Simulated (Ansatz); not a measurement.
A relaxed structure of HgSe. Space group F-43m (No. 216), zinc blende type. These are PBEsol (plane waves to 420 eV, PAW, scalar-relativistic; Ansatz, an electronic-structure program) values and carry that method's errors.

```cif
data_Hg4Se4
_chemical_formula_sum 'Se4 Hg4'
_space_group_name_H-M_alt 'F-43m'
_space_group_IT_number 216
_space_group_name_Hall 'F -4 2 3'
_cell_length_a 6.13246
_cell_length_b 6.13246
_cell_length_c 6.13246
_cell_angle_alpha 90.000
_cell_angle_beta 90.000
_cell_angle_gamma 90.000
loop_
_atom_site_label
_atom_site_type_symbol
_atom_site_symmetry_multiplicity
_atom_site_Wyckoff_symbol
_atom_site_fract_x
_atom_site_fract_y
_atom_site_fract_z
_atom_site_occupancy
Se1 Se 4 d 0.75000 0.75000 0.75000 1
Hg1 Hg 4 b 0.50000 0.50000 0.50000 1
```
(The calculation used a cell of 2 atoms; values per cell refer to that cell.)

```yaml
volume_per_atom: 28.83 Å³
density: 8.05 g/cm³
band_gap: zero, with touching bands (no spin-orbit coupling)
shortest_distances: Hg–Se 2.66 Å
k-mesh: 11×11×11
```

No spin polarisation in the result. Without spin-orbit coupling the bands of the heavy element are not split, so the gap can be far off. The gap comes from the SCF mesh and the high-symmetry points alone.

Measured for HgSe: a 6.085 Å (room temperature; as listed in Cardona et al., arXiv (2009)). Computed minus measured — a: PBEsol +0.8 %. The computed values are for a static lattice.

It was reached from a disturbed copy of a Cmcm (No. 63) cell, against which it lies -0.18 eV/atom.
